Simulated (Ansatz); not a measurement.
AgI:
```xyz
2
Lattice="-2.0862 2.0862 2.9488 2.0862 -2.0862 2.9488 2.0862 2.0862 -2.9488" Properties=species:S:1:pos:R:3 pbc="T T T"
Ag     0.0000     0.0000     0.0000
I      0.0000     0.0000     2.9488
```

Relaxed with LDA. Special points in fractions of this cell's reciprocal vectors: Γ (0.000, 0.000, 0.000); X (0.000, 0.000, 0.500); P (0.250, 0.250, 0.250); N (0.000, 0.500, 0.000); M (0.500, 0.500, -0.500); S (0.375, 0.625, -0.375); S0 (-0.375, 0.375, 0.375); R (-0.250, 0.250, 0.500); G (0.500, 0.500, -0.250).

### Question
List the band energies nearest the valence-band maximum at these points for LDA in the plane-wave PAW code Ansatz.

### Answer
In eV from the valence-band maximum; about four levels below and three above (degenerate sets whole), none deeper than 8.9 eV; points with the same levels are listed once.

```
k                                below                above
-  -----------------------------------  -------------------
Γ  -3.75 -3.75 -3.75 -1.66 -1.66 -1.66  0.88 8.11 8.11 8.11
X        -3.36 -3.36 -3.08 -2.99 -2.99       0.16 5.27 9.66
P              -3.22 -3.05 -3.05 -2.44  3.12 5.76 6.87 6.87
N          -3.47 -3.47 -3.09 0.00 0.00       2.89 4.97 4.97
M        -3.36 -3.36 -3.08 -2.99 -2.99       0.15 5.26 9.66
S              -3.41 -3.09 -2.85 -1.62       1.77 5.89 7.99
R              -3.21 -3.05 -3.05 -2.44       3.11 5.75 6.87
```

Space group Fm-3m (rock salt). This is a known high-pressure phase of the composition, computed here at zero pressure and temperature. The LDA relaxation kept the symmetry of its start; phonons on a q-mesh show weakly imaginary modes. The run is not spin-polarised. The volume moved by -16 % from the start of the relaxation. Point labels and valley counts follow the cell and symmetry of the run, lower than the named group. Scalar-relativistic: spin–orbit coupling is off unless named, which matters more the heavier the elements.

Potentials: the later of the program's two PAW sets.
